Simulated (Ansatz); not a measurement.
## TaRu$_{2}$: computed properties

All numbers below come from DFT PBE, scalar-relativistic, plane waves, PAW (Ansatz 0.2.0).

Plane waves to 420 eV, a k mesh through Γ of 10×10×10 on the computed 6-atom cell and Gaussian smearing (0.10 eV); no spin polarisation.

The structure is relaxed at this level of theory with its symmetry kept, and needn't be the ground state of this composition.

```xyz
6
Lattice="0.0000 3.6019 3.6019 3.6019 0.0000 3.6019 3.6019 3.6019 0.0000" Properties=species:S:1:pos:R:3 pbc="T T T"
Ta    0.0000    0.0000    0.0000
Ta    1.8009    1.8009    1.8009
Ru    4.5024    4.5024    4.5024
Ru    4.5024    2.7014    2.7014
Ru    2.7014    2.7014    4.5024
Ru    2.7014    4.5024    2.7014
```

| Quantity | Value |
| --- | --- |
| Space group | Fd-3m (No. 227) |
| Volume per atom | 15.58 Å³ |
| Formation energy from the elements' standard states (uncorrected) | -0.052 eV/atom |
| Kohn–Sham band gap | none (metal) |
| Density of states at the Fermi level | 7.3 states/eV per cell |
| Orbital (Löwdin) character within 0.5 eV of the Fermi level | Ru 4d 63 %, Ta 5d 30 % |
| Bader charge by site (e) | Ta (2 in the cell) 1.11, Ru (4 in the cell) -0.55 |

Spin-orbit coupling is left out, which matters for the bands of heavy elements.

The cell was found from a structure generator's guess, not taken from experiment. Löwdin shares on free-atom orbitals overweight diffuse shells.
